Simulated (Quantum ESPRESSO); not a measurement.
# Mg3ClS2F: one run as intended and one with a planted mistake

Simulated, not a measurement. The program is pw.x of Quantum ESPRESSO 7.5 (plane-wave density functional theory). The cell is made up: 7 atoms on a zincblende/diamond lattice with one site empty, with randomly drawn elements, strain and displacements, not relaxed. PseudoDojo standard norm-conserving files (v0.5 for PBE, v0.4.1 for LDA and PBEsol) set the functional; there is no spin polarisation, spin-orbit coupling or dispersion term, and the masses in the input are unused placeholders.

Intended input:

```
&control calculation='scf', pseudo_dir='./dojo.nc.sr.pbe.v0_5.standard.upf', outdir='./o', disk_io='medium', tprnfor=.true., tstress=.true. /
&system ibrav=0, nat=7, ntyp=4, nbnd=34, ecutwfc=84.00895049, nosym=.true., tot_charge=0,
 occupations='smearing', smearing='fd', degauss=0.0018374661
/
&electrons conv_thr=7.350e-09, electron_maxstep=60, /
ATOMIC_SPECIES
Cl 1.0 Cl.upf
F 1.0 F.upf
Mg 1.0 Mg.upf
S 1.0 S.upf
CELL_PARAMETERS angstrom
5.427 0.0148 -0.0257
0.0148 5.3261 -0.0284
-0.0257 -0.0284 5.3367
ATOMIC_POSITIONS angstrom
Mg -0.0465 -0.1023 0.0554
Mg 0.0583 2.5666 2.7062
Mg 2.7061 -0.0365 2.5489
Cl 1.3334 1.2992 1.3665
S 1.3202 3.9717 3.971
S 3.9946 1.4364 4.0292
F 4.1966 3.992 1.3753
K_POINTS automatic
4 4 4 1 1 1
```

The log is shortened where brackets say so; the opening notice, blank lines, dates and the lines on written files are dropped, and the path of the files is cut. It prints rydbergs, bohrs and kilobars, and counts compression as positive stress. Where no state is partly filled, the Fermi energy that it prints is only some level between the filled and the empty states on the mesh, and need not lie in the true gap.

Log of the intended run:

```
     Program PWSCF v.7.5
     Parallel version (MPI & OpenMP), running on       1 processor cores
     Number of MPI processes:                 1
     Threads/MPI process:                     1
     [start-up lines left out]
     bravais-lattice index     =            0
     lattice parameter (alat)  =      10.2557  a.u.
     unit-cell volume          =    1040.9097 (a.u.)^3
     number of atoms/cell      =            7
     number of atomic types    =            4
     number of electrons       =        56.00
     number of Kohn-Sham states=           34
     kinetic-energy cutoff     =      84.0090  Ry
     charge density cutoff     =     336.0358  Ry
     scf convergence threshold =      7.3E-09
     mixing beta               =       0.7000
     number of iterations used =            8  plain     mixing
     Exchange-correlation= PBE
                           (   1   4   3   4   0   0   0)
     [axes and pseudopotential details left out]
   Cartesian axes
     site n.     atom                  positions (alat units)
         1        Mg     tau(   1) = (  -0.0085681  -0.0188499   0.0102081  )
         2        Mg     tau(   2) = (   0.0107424   0.4729246   0.4986474  )
         3        Mg     tau(   3) = (   0.4986290  -0.0067255   0.4696632  )
         4        Cl     tau(   4) = (   0.2456938   0.2393920   0.2517928  )
         5        S      tau(   5) = (   0.2432615   0.7318299   0.7317009  )
         6        S      tau(   6) = (   0.7360494   0.2646727   0.7424249  )
         7        F      tau(   7) = (   0.7732702   0.7355704   0.2534143  )
     number of k points=    32  Fermi-Dirac smearing, width (Ry)=  0.0018
                       cart. coord. in units 2pi/alat
        k(    1) = (   0.1252616   0.1277065   0.1283998), wk =   0.0625000
        k(    2) = (   0.1264620   0.1290589   0.3826467), wk =   0.0625000
     [further k points left out]
     Dense  grid:   108277 G-vectors     FFT dimensions: (  60,  60,  60)
     Estimated max dynamical RAM per process >     129.82 MB
     Initial potential from superposition of free atoms
     starting charge      55.9975, renormalised to      56.0000
     Starting wfcs are   31 randomized atomic wfcs +    3 random wfcs
     total cpu time spent up to now is       11.4 secs
     per-process dynamical memory:    79.5 Mb
     Self-consistent Calculation
     iteration #  1     ecut=    84.01 Ry     beta= 0.70
     Davidson diagonalization with overlap
     ethr =  1.00E-02,  avg # of iterations =  6.5
     total cpu time spent up to now is       50.2 secs
     total energy              =    -482.91353721 Ry
     estimated scf accuracy    <       0.65782333 Ry
     iteration #  2     ecut=    84.01 Ry     beta= 0.70
     Davidson diagonalization with overlap
     ethr =  1.17E-03,  avg # of iterations =  2.7
     total cpu time spent up to now is       77.3 secs
     total energy              =    -483.07156290 Ry
     estimated scf accuracy    <       0.37087536 Ry
     [iterations 3 to 8 left out]
     iteration #  9     ecut=    84.01 Ry     beta= 0.70
     Davidson diagonalization with overlap
     ethr =  1.74E-10,  avg # of iterations =  3.0
     total cpu time spent up to now is      253.0 secs
     total energy              =    -483.15672256 Ry
     estimated scf accuracy    <       0.00000001 Ry
     iteration # 10     ecut=    84.01 Ry     beta= 0.70
     Davidson diagonalization with overlap
     ethr =  1.90E-11,  avg # of iterations =  2.2
     total cpu time spent up to now is      278.8 secs
     End of self-consistent calculation
     [lines on levels left out]
     the Fermi energy is     4.7493 ev
!    total energy              =    -483.15672257 Ry
     estimated scf accuracy    <          1.1E-09 Ry
     smearing contrib. (-TS)   =       0.00000000 Ry
     internal energy E=F+TS    =    -483.15672257 Ry
     The total energy is F=E-TS. E is the sum of the following terms:
     one-electron contribution =    -361.23753057 Ry
     hartree contribution      =     183.50503939 Ry
     xc contribution           =     -80.49612131 Ry
     ewald contribution        =    -224.92811008 Ry
     convergence has been achieved in  10 iterations
     Forces acting on atoms (cartesian axes, Ry/au):
     atom    1 type  3   force =    -0.05521684   -0.01712994   -0.01678616
     atom    2 type  3   force =    -0.05907545    0.03953164    0.00990370
     atom    3 type  3   force =     0.05935364   -0.04540984    0.04554943
     atom    4 type  1   force =     0.01402289    0.01160713   -0.05659004
     atom    5 type  4   force =     0.03946318    0.00622408    0.00085094
     atom    6 type  4   force =    -0.01665288   -0.02855146    0.00598162
     atom    7 type  2   force =     0.01810546    0.03372838    0.01109050
     Total force =     0.155826     Total SCF correction =     0.000055
     Computing stress (Cartesian axis) and pressure
          total   stress  (Ry/bohr**3)                   (kbar)     P=       24.88
   0.00025373  -0.00002997   0.00005008           37.32       -4.41        7.37
  -0.00002997   0.00021185   0.00015745           -4.41       31.16       23.16
   0.00005008   0.00015745   0.00004175            7.37       23.16        6.14
     init_run     :     10.32s CPU     11.25s WALL (       1 calls)
     electrons    :    253.64s CPU    267.40s WALL (       1 calls)
     forces       :      3.12s CPU      3.19s WALL (       1 calls)
     stress       :     15.11s CPU     15.25s WALL (       1 calls)
     [timing details left out]
     PWSCF        :   4m42.54s CPU   4m57.86s WALL
     JOB DONE.
```

A second run has one planted mistake: the smearing is too wide. The input lines that differ, file-writing options aside:

```
- &system ibrav=0, nat=7, ntyp=4, nbnd=34, ecutwfc=84.00895049, nosym=.true., tot_charge=0,
+ &system ibrav=0, nat=7, ntyp=4, nbnd=52, ecutwfc=84.00895049, nosym=.true., tot_charge=0,
-  occupations='smearing', smearing='fd', degauss=0.0018374661
+  occupations='smearing', smearing='fd', degauss=0.0470391324
```

Its log:

```
     Program PWSCF v.7.5
     Parallel version (MPI & OpenMP), running on       1 processor cores
     Number of MPI processes:                 1
     Threads/MPI process:                     1
     [start-up lines left out]
     bravais-lattice index     =            0
     lattice parameter (alat)  =      10.2557  a.u.
     unit-cell volume          =    1040.9097 (a.u.)^3
     number of atoms/cell      =            7
     number of atomic types    =            4
     number of electrons       =        56.00
     number of Kohn-Sham states=           52
     kinetic-energy cutoff     =      84.0090  Ry
     charge density cutoff     =     336.0358  Ry
     scf convergence threshold =      7.3E-09
     mixing beta               =       0.7000
     number of iterations used =            8  plain     mixing
     Exchange-correlation= PBE
                           (   1   4   3   4   0   0   0)
     [axes and pseudopotential details left out]
   Cartesian axes
     site n.     atom                  positions (alat units)
         1        Mg     tau(   1) = (  -0.0085681  -0.0188499   0.0102081  )
         2        Mg     tau(   2) = (   0.0107424   0.4729246   0.4986474  )
         3        Mg     tau(   3) = (   0.4986290  -0.0067255   0.4696632  )
         4        Cl     tau(   4) = (   0.2456938   0.2393920   0.2517928  )
         5        S      tau(   5) = (   0.2432615   0.7318299   0.7317009  )
         6        S      tau(   6) = (   0.7360494   0.2646727   0.7424249  )
         7        F      tau(   7) = (   0.7732702   0.7355704   0.2534143  )
     number of k points=    32  Fermi-Dirac smearing, width (Ry)=  0.0470
                       cart. coord. in units 2pi/alat
        k(    1) = (   0.1252616   0.1277065   0.1283998), wk =   0.0625000
        k(    2) = (   0.1264620   0.1290589   0.3826467), wk =   0.0625000
     [further k points left out]
     Dense  grid:   108277 G-vectors     FFT dimensions: (  60,  60,  60)
     Estimated max dynamical RAM per process >     148.71 MB
     Initial potential from superposition of free atoms
     starting charge      55.9975, renormalised to      56.0000
     Starting wfcs are   31 randomized atomic wfcs +   21 random wfcs
     total cpu time spent up to now is       10.5 secs
     per-process dynamical memory:    76.3 Mb
     Self-consistent Calculation
     iteration #  1     ecut=    84.01 Ry     beta= 0.70
     Davidson diagonalization with overlap
     ethr =  1.00E-02,  avg # of iterations =  7.1
     total cpu time spent up to now is       66.6 secs
     total energy              =    -482.94471915 Ry
     estimated scf accuracy    <       0.62762025 Ry
     iteration #  2     ecut=    84.01 Ry     beta= 0.70
     Davidson diagonalization with overlap
     ethr =  1.12E-03,  avg # of iterations =  3.8
     total cpu time spent up to now is       95.9 secs
     total energy              =    -483.07687210 Ry
     estimated scf accuracy    <       0.40853050 Ry
     [iterations 3 to 8 left out]
     iteration #  9     ecut=    84.01 Ry     beta= 0.70
     Davidson diagonalization with overlap
     ethr =  4.53E-10,  avg # of iterations =  2.0
     total cpu time spent up to now is      333.3 secs
     total energy              =    -483.17441599 Ry
     estimated scf accuracy    <       0.00000002 Ry
     iteration # 10     ecut=    84.01 Ry     beta= 0.70
     Davidson diagonalization with overlap
     ethr =  4.13E-11,  avg # of iterations =  2.5
     total cpu time spent up to now is      365.9 secs
     End of self-consistent calculation
     [lines on levels left out]
     the Fermi energy is     5.0268 ev
!    total energy              =    -483.17441600 Ry
     estimated scf accuracy    <          2.1E-09 Ry
     smearing contrib. (-TS)   =      -0.07039363 Ry
     internal energy E=F+TS    =    -483.10402237 Ry
     The total energy is F=E-TS. E is the sum of the following terms:
     one-electron contribution =    -361.21245234 Ry
     hartree contribution      =     183.50455632 Ry
     xc contribution           =     -80.46801626 Ry
     ewald contribution        =    -224.92811008 Ry
     convergence has been achieved in  10 iterations
     Forces acting on atoms (cartesian axes, Ry/au):
     atom    1 type  3   force =    -0.05576401   -0.01816512   -0.00655220
     atom    2 type  3   force =    -0.05923038    0.04022977    0.00072308
     atom    3 type  3   force =     0.05990263   -0.04635738    0.03601929
     atom    4 type  1   force =     0.01452338    0.01362240   -0.05500455
     atom    5 type  4   force =     0.03981310    0.00643529    0.00377611
     atom    6 type  4   force =    -0.01685831   -0.02655046    0.00900925
     atom    7 type  2   force =     0.01761359    0.03078550    0.01202901
     Total force =     0.152250     Total SCF correction =     0.000102
     Computing stress (Cartesian axis) and pressure
          total   stress  (Ry/bohr**3)                   (kbar)     P=       30.03
   0.00026564  -0.00001762   0.00004867           39.08       -2.59        7.16
  -0.00001762   0.00023013   0.00015815           -2.59       33.85       23.26
   0.00004867   0.00015815   0.00011656            7.16       23.26       17.15
     init_run     :      9.52s CPU     10.46s WALL (       1 calls)
     electrons    :    349.90s CPU    355.38s WALL (       1 calls)
     forces       :      4.75s CPU      4.87s WALL (       1 calls)
     stress       :     18.38s CPU     18.53s WALL (       1 calls)
     [timing details left out]
     PWSCF        :   6m22.85s CPU   6m30.09s WALL
     JOB DONE.
```

|  | intended run | run with the mistake |
| --- | --- | --- |
| free energy (eV) | -6573.682 | -6573.923 |
| smearing term -TS (eV) | 0.0000 | -0.9578 |
| pressure (GPa) | 2.49 | 3.00 |
| largest force component (eV/Å) | 1.526 | 1.540 |
| largest change of a force component (eV/Å) |  | 0.263 |
| iterations | 10 | 10 |

For scale, a rerun of the intended cell at 1437 eV and a 6 x 6 x 6 mesh moved values by no more than 0.003 eV in energy, 0.02 GPa in stress and 0.006 eV/Å in force. The number of bands, nbnd, was set by rule from the electron count and the smearing, so it follows the mistake.